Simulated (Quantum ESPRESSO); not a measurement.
```cif
data_Ga2N2
_chemical_formula_sum 'N2 Ga2'
_space_group_name_H-M_alt 'P 1'
_space_group_IT_number 1
_cell_length_a 3.21564
_cell_length_b 3.21564
_cell_length_c 5.23856
_cell_angle_alpha 90.000
_cell_angle_beta 90.000
_cell_angle_gamma 120.000
loop_
_space_group_symop_operation_xyz
  'x, y, z'
loop_
_atom_site_label
_atom_site_type_symbol
_atom_site_fract_x
_atom_site_fract_y
_atom_site_fract_z
_atom_site_occupancy
N1 N 0.66667 0.33333 0.87582 1
N2 N 0.33333 0.66667 0.37582 1
Ga1 Ga 0.66667 0.33333 0.49918 1
Ga2 Ga 0.33333 0.66667 0.99918 1
```

The PBEsol cell relaxed from Materials Project entry mp-804 was given an isotropic strain of +1 % on all lattice vectors, and the atoms were relaxed again.

**Question.** What does PBEsol (Quantum ESPRESSO, PseudoDojo norm-conserving, 84 Ry, scalar-relativistic) give for the electronic structure near the Fermi level?

**Answer.** The PBEsol gap is direct, 1.71 eV at Γ. Spin-orbit splittings are left out.
